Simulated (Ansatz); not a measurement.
A relaxed structure of SrO. Space group Fm-3m (No. 225), rock salt type. Level of theory: r2SCAN (plane waves to 500 eV, PAW, scalar-relativistic; Ansatz, an electronic-structure program).

```xyz
2
Lattice="0.0000 2.5800 2.5800 2.5800 0.0000 2.5800 2.5800 2.5800 0.0000" Properties=species:S:1:pos:R:3 pbc="T T T"
O      0.0000     0.0000     0.0000
Sr     2.5800     2.5800     2.5800
```

What band gap does r2SCAN give?

3.80 eV, indirect (valence top at Γ, conduction bottom at X) (no spin-orbit coupling).

Predict the smallest direct gap from r2SCAN.

3.88 eV at X.

No spin polarisation in the result.

Measured for SrO: a 5.16 Å (room temperature; as listed in Juan A. Santana et al., The Journal of Chemical Physics (2016)); gap 5.22 eV (as listed in Anna Miglio et al., npj Computational Materials (2020)). Computed minus measured — a: r2SCAN 0.0 %; gap: r2SCAN -1.42 eV. The computed values are for a static lattice, and a measured gap can be an optical one, lowered by exciton binding.

The run could not lose the symmetry of its start; a randomly shaken copy of 2 atoms returns to this structure.

All atoms sit on sites fixed by symmetry, so only the cell could relax.
